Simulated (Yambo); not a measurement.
```
Na2CO3
1.0
    5.21057     0.00000     0.00000
   -2.60529     4.51249     0.00000
    0.00000     0.00000     6.07266
C O Na
2 6 4
Direct
  0.66667   0.33333   0.25000
  0.33333   0.66667   0.75000
  0.80964   0.61927   0.25000
  0.19036   0.38073   0.75000
  0.19036   0.80964   0.75000
  0.80964   0.19036   0.25000
  0.38073   0.19036   0.25000
  0.61927   0.80964   0.75000
  0.33333   0.66667   0.25000
  0.66667   0.33333   0.75000
  0.00000   0.00000   0.50000
  0.00000   0.00000   0.00000
```

The geometry is that of Materials Project entry mp-20495, symmetrised and not relaxed again.

### Question
Where are the main features of Im ε from RPA with local fields on LDA bands (Yambo; 3×3×4 mesh, 123 bands, 3 Ry local-field block, 0.2 eV broadening; field along z)?

### Answer
Peaks at 8.5 eV (0.8), 10.6 eV (2.1), 11.5 eV (2.2), 13.9 eV (2.0), 15.1 eV (1.0), heights in brackets. Peak heights and small wiggles depend on the k mesh. Convergence of the RPA response with its 3×3×4 mesh was not tested. No excitonic effects at this level. 

The structure is a Materials Project entry; no match was found in the copy of COD used, and its stability was not checked.
